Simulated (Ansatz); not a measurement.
S in space group R-3 (No. 148; S on 18f) at seven volumes, PBEsol in the plane-wave PAW code Ansatz, shape and atoms relaxed at each. One row is withheld.

```json
[
 {"V (Å³/atom)": "20.812", "P (GPa)": "1.02"},
 {"V (Å³/atom)": "21.498", "P (GPa)": "?"},
 {"V (Å³/atom)": "22.184", "P (GPa)": "0.24"},
 {"V (Å³/atom)": "22.870", "P (GPa)": "0.00"},
 {"V (Å³/atom)": "23.557", "P (GPa)": "-0.17"},
 {"V (Å³/atom)": "24.243", "P (GPa)": "-0.28"},
 {"V (Å³/atom)": "24.929", "P (GPa)": "-0.34"}
]
```

### Question
Fit the shown pressures and predict the withheld one.

### Answer
P = (3/2)B₀(x^(7/2) − x^(5/2))[1 + (3/4)(B′ − 4)(x − 1)] with x = (V₀/V)^(2/3). Least squares on the six rows gives V₀ = 22.866 Å³/atom, B₀ = 6.7 GPa, B′ = 11.05. At V = 21.498, x = 1.0420 and P = 0.57 GPa. The run itself gave 0.57 GPa.

The workflow started from an entry of the Crystallography Open Database (COD), which files this formula under 8 space groups. It is not the phase usual at ambient conditions (space group No. 70). The PBEsol relaxation kept the symmetry of its start; whether a distortion lowers the energy is not shown. A crystal of weakly bound molecules computed without a dispersion correction: the cell and the soft elastic constants depend strongly on that.

Potentials: the later of the program's two PAW sets.
